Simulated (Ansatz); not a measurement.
C:
```cif
data_C6
_chemical_formula_sum 'C6'
_space_group_name_H-M_alt 'P 1'
_space_group_IT_number 1
_cell_length_a 4.43556
_cell_length_b 4.43556
_cell_length_c 2.51946
_cell_angle_alpha 90.000
_cell_angle_beta 90.000
_cell_angle_gamma 120.000
loop_
_space_group_symop_operation_xyz
  'x, y, z'
loop_
_atom_site_label
_atom_site_type_symbol
_atom_site_fract_x
_atom_site_fract_y
_atom_site_fract_z
_atom_site_occupancy
C1 C 0.44797 0.89595 0.25000 1
C2 C 0.10405 0.55203 0.25000 1
C3 C 0.44797 0.55203 0.25000 1
C4 C 0.55203 0.10405 0.75000 1
C5 C 0.89595 0.44797 0.75000 1
C6 C 0.55203 0.44797 0.75000 1
```

Relaxed with PBEsol. The program Ansatz at the PBEsol level (PAW) gives a gap of 2.24 eV.

**Question.** What gap does HSE06 give on the same cell (Ansatz, PAW)?

**Answer.** 3.28 eV, 1.04 eV more. The hybrid was solved on a coarser mesh and at special points; the gap given is the minimum over both.

```json
[
 {"k": "Γ", "v1 PBEsol": "0.00", "c1 PBEsol": "2.24", "v1 HSE06": "0.00", "c1 HSE06": "3.28"},
 {"k": "A", "v1 PBEsol": "-5.37", "c1 PBEsol": "5.52", "v1 HSE06": "…", "c1 HSE06": "…"},
 {"k": "K", "v1 PBEsol": "-3.48", "c1 PBEsol": "5.30", "v1 HSE06": "…", "c1 HSE06": "…"},
 {"k": "H", "v1 PBEsol": "-4.51", "c1 PBEsol": "4.15", "v1 HSE06": "…", "c1 HSE06": "…"},
 {"k": "M", "v1 PBEsol": "-1.76", "c1 PBEsol": "4.65", "v1 HSE06": "-1.92", "c1 HSE06": "5.93"},
 {"k": "L", "v1 PBEsol": "-4.26", "c1 PBEsol": "4.11", "v1 HSE06": "…", "c1 HSE06": "…"}
]
```

**Question.** Top valence (v1) and lowest conduction level (c1) in eV from each method's valence maximum (which need not be a listed point): supply the withheld HSE06 values.

**Answer.** 
- H, v1 HSE06: -4.92
- H, c1 HSE06: 5.40
- A, v1 HSE06: -5.84
- A, c1 HSE06: 6.81
- L, v1 HSE06: -4.67
- L, c1 HSE06: 5.35
- K, v1 HSE06: -3.85
- K, c1 HSE06: 6.61

Cost on shared cores: the PBEsol run (SCF on a 7×7×11 mesh, then bands and DOS) roughly 15 core-seconds, the HSE06 run (SCF on 4×4×6, then a few points) about 60 core-seconds (a rough figure); the tasks are unlike.

Space group P6_3/mmc. The start of the workflow was typed in or built on a structure type. Its sites differ from those of the usual phase in this space group: another stacking or structure type. The PBEsol relaxation kept the symmetry of its start; its stability against distortions is not shown here.

Potentials: the earlier of the program's two PAW sets. The files were generated under PBE; for other functionals the program regenerates the frozen cores, and for LDA and PBEsol the local potential too.
